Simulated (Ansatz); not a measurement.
Relaxed NbRu (space group P4/mmm):

```xyz
4
Lattice="2.9992 0.0000 0.0000 0.0000 2.9992 0.0000 0.0000 0.0000 6.7506" Properties=species:S:1:pos:R:3 pbc="T T T"
Nb     0.0000     0.0000     0.0000
Nb     0.0000     0.0000     3.3753
Ru     1.4996     1.4996     1.6877
Ru     1.4996     1.4996     5.0630
```

A phonon eigenvector at Z = (0.0, 0.0, 0.5) is frozen into this cell: atom i moves by Q times the vector below, so Q is the largest atomic displacement, in Å. The cell is held. It is one choice among 2 degenerate patterns. (q is in reciprocal vectors of the primitive cell; the cell shown is doubled to hold the pattern.)

| atom | x | y | z |
|---|---|---|---|
| Nb1 | 0.000 | -1.000 | 0.000 |
| Nb2 | 0.000 | 1.000 | 0.000 |

Atoms not listed stay in place.

Calculation: LDA (plane waves to 420 eV, PAW, scalar-relativistic; Ansatz, an electronic-structure program). k mesh 15×15×7 (Γ-centred), Fermi-Dirac smearing 0.05 eV. Energies are smeared free energies. Stress and pressure are positive under compression. With partly filled bands, energies and forces of such displacements shift with the k mesh and the smearing. NbRu is run without spin polarisation. NbRu was relaxed with its symmetry unable to fall. The zero of ΔE is the undisplaced structure.

| Q (Å) | P (GPa) | −dE/dQ from forces (eV/Å) | ΔE (meV/cell) |
|---|---|---|---|
| -0.280 | 3.7 | 2.794 | 373 |
| -0.233 | 2.5 | 2.269 | ? |
| -0.187 | 1.6 | 1.767 | 161 |
| -0.140 | 0.9 | 1.299 | ? |
| -0.093 | 0.4 | 0.861 | 40 |
| -0.047 | 0.1 | 0.421 | 10 |
| 0.000 | 0.0 | 0.000 | 0 |
| 0.047 | 0.1 | -0.421 | 10 |
| 0.093 | 0.4 | -0.861 | 40 |
| 0.140 | 0.9 | -1.299 | ? |
| 0.187 | 1.6 | -1.767 | 161 |
| 0.233 | 2.5 | -2.269 | ? |
| 0.280 | 3.7 | -2.794 | 373 |

Question: Fill in the missing entries.

Answer: 
- -0.233, ΔE (meV/cell): 255
- -0.140, ΔE (meV/cell): 90
- 0.140, ΔE (meV/cell): 90
- 0.233, ΔE (meV/cell): 255

(For displaced atoms, the force is minus the slope of the energy, and its curvature is a force constant, which sets phonon frequencies.)
